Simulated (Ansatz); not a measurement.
TeO$_{3}$ (ReO3 type, Pm-3m) under volume change, PBE (plane waves, PAW; program Ansatz), scaled uniformly.

```tsv
V (Å³/atom)	E − E(relaxed) (meV/atom)	P (GPa)
12.910	55.6	15.00
13.336	23.8	9.33
13.761	5.1	4.35
14.187	0.0	0.00
14.613	4.3	-3.50
15.038	17.8	-6.39
15.464	37.5	-8.39
```

Problem. What does a third-order Birch–Murnaghan fit give for V₀, B₀ and B′?

Solution. V₀ = 14.19 Å³/atom, B₀ = 125 GPa, B′ = 5.1.

The start of the workflow was typed in or built on a structure type; neither database checked (COD, Materials Project) lists it. COD files the formula under space group No. 167. Whether it is the stable phase at ambient conditions was not checked. The PBE relaxation kept the symmetry of its start; its stability against distortions is not shown here. Spin–orbit coupling is left out wherever it is not named.

Potentials: the earlier of the program's two PAW sets.
